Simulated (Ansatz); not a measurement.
The elements of this relaxed trial crystal are hidden behind letters.

```
lattice vectors (Å)
   5.5134    0.0000    0.0000
   0.0000    5.5134    0.0000
   0.0000    0.0000    4.9548
fractional positions
X 0.5000 0.5000 0.0000
X 0.0000 0.5000 0.5000
X 0.5000 0.0000 0.5000
Z 0.0000 0.0000 0.5000
Q 0.5000 0.5000 0.5000
```

Theory: DFT PBE, scalar-relativistic, plane waves, PAW in Ansatz 0.2.0. The final run on the 5-atom cell used 420 eV, a Γ-centred 8×8×8 mesh, 0.10 eV smearing and no spin polarisation.

```
Space group                              : P4/mmm (No. 123)
Conventional cell                        : a = 5.513 Å, c = 4.955 Å
Volume per atom                          : 30.12 Å³
Density                                  : 5.20 g/cm³
Formation energy                         : +0.23 eV/atom
Gap on the 8×8×8 mesh of the 5-atom cell : 0 eV (a metal)
```

Energies are uncorrected and count from the elements' standard states at the same level.

Question: X is a d-block element of period 5, Z is a p-block element of period 5 and Q is a p-block element of period 4. Which elements are they?

Answer: X = Zr, Z = Sn, Q = Se, so the formula is Zr3SnSe. Density times volume gives a mean mass of 5.20 × 30.12/1.6605 = 94.3 u per atom, and this set has 94.3 u. Around Zr on a site of symmetry 4/mmm lie 2 Se at 2.48 Å and 8 Zr at 3.71 Å; Sn has 4 Zr at 2.76 Å; Se is surrounded by 2 Zr at 2.48 Å and 4 Zr at 2.76 Å; 1 more site not described. Other sets within the hints have nearly the same mass, so mass alone doesn't settle it; this one was computed.

The cell is a metal run without spin; a magnetic state may lie lower. A structure relaxed within its symmetry needn't be a true minimum. Another cell of Zr3SnSe relaxed alike, in P4mm, lies 0.76 eV/atom lower, so this cell isn't the stable form at this level.
